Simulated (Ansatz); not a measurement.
The relaxed structure here is a generated cell of AlNi: the first start was made by placing the elements on the sites of a structure type, and the end was not matched to a known phase here, so it may be hypothetical. Known forms of AlNi include space group No. 221.

The end point of a relaxation of AlNi. Space group Immm (No. 71). Level of theory: r2SCAN (plane waves to 500 eV, PAW, scalar-relativistic; Ansatz, a quantum-chemistry and plane-wave program).

```xyz
2
Lattice="-1.3152 2.0489 2.4367 1.3152 -2.0489 2.4367 1.3152 2.0489 -2.4367" Properties=species:S:1:pos:R:3 pbc="T T T"
Ni     1.3152     0.0000     0.0000
Al     0.0000     2.0489     0.0000
```

```json
{
 "volume_per_atom": "13.13 Å³",
 "band_gap": "zero (metallic)",
 "magnetic_moment": "zero (the starting moments vanished)",
 "shortest_distances": "Al–Ni 2.43 Å; Ni–Ni 2.63 Å; Al–Al 2.63 Å",
 "k-mesh": "19×19×19"
}
```

Band energies at high-symmetry points (eV from the Fermi level; labels of this space group; no spin-orbit coupling), from −5 eV up to 1.3 eV:

| point | energies |
|---|---|
| Γ | -3.03 -2.73 -2.12 -1.56 -1.32 |
| X | -4.36 -3.45 -2.49 -1.46 -1.40 -1.07 -0.54 |
| F2 | -4.34 -3.46 -3.37 -3.24 -1.61 0.36 0.45 1.03 |
| Σ0 | -4.34 -3.46 -3.37 -3.24 -1.61 0.36 0.45 1.03 |
| Y0 | -4.30 -4.15 -2.57 -1.42 -1.31 -1.08 -0.40 |
| U0 | -4.30 -4.15 -2.57 -1.42 -1.31 -1.08 -0.40 |
| R | -3.55 -3.43 -2.47 -1.67 -1.53 0.64 |
| W | -4.27 -3.94 -2.79 -2.38 -2.13 -0.61 -0.05 |

No spin polarisation in the result: the starting moments vanished. A magnetic state may lie lower.

The run could not lower the symmetry of its start; a shaken copy of this end point relaxes with r2SCAN to R-3m (No. 166), 0.26 eV/atom lower.
